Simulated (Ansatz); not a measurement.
## How far is PAW off for Be?

```yaml
crystal:
  lattice:
    - [3.82030, 0.00000, 0.00000]
    - [0.00000, 3.82030, 0.00000]
    - [0.00000, 0.00000, 2.32602]
  atoms:
    - { symbol: Be, position: [0.29741, 0.29741, 0.00000] }
    - { symbol: Be, position: [0.70259, 0.70259, 0.00000] }
    - { symbol: Be, position: [0.20259, 0.79741, 0.50000] }
    - { symbol: Be, position: [0.79741, 0.20259, 0.50000] }
```

Atom numbers follow the list: Be1, Be2, Be3, Be4.

Conventional cell: a = 3.820 Å, b = 3.820 Å, c = 2.326 Å, α = 90.00°, β = 90.00°, γ = 90.00°. Around Be (atom 1) lie 11 Be at 2.19 to 2.33 Å.

The cell is the one relaxed in the Materials Project (mp-1008501), not relaxed further here; entries there can be hypothetical. The listed cell was then made from it by scaling, straining or moving an atom.

Methods: DFT, PBEsol, PAW with Ansatz's default frozen-core files, scalar-relativistic (Ansatz 0.2.0); DFT, PBEsol, all-electron PAW with datasets made for the crystal, scalar-relativistic (Ansatz 0.2.0); DFT, PBEsol, all-electron LAPW, scalar-relativistic (Ansatz 0.2.0).

For PAW: a Γ-centred 9×9×14 k mesh, Fermi–Dirac smearing of 0.05 eV, cutoff 420 eV, no spin polarisation; the PAW files were made with PBE, and the program remakes their frozen cores for this functional. The crystal-made all-electron datasets (AE datasets) take a cutoff of 220 eV at this cell. LAPW targets a basis error of 1 meV/atom. The Ansatz runs share mesh, smearing and spin set-up. Plane-wave (PAW) pressures include the program's estimate of the Pulay term.

Stress and pressure are positive in compression.

The change that made this cell: volume scaled by 1.06.

| quantity | PAW | AE datasets | LAPW |
| --- | --- | --- | --- |
| pressure (GPa) | -7.28 | -7.35 | -7.34 |
| stress xx (GPa) | -6.62 | -6.69 | -6.68 |
| stress zz (GPa) | -8.60 | -8.66 | -8.65 |
| force on Be1, y (eV/Å) | 0.022 | 0.022 | 0.022 |
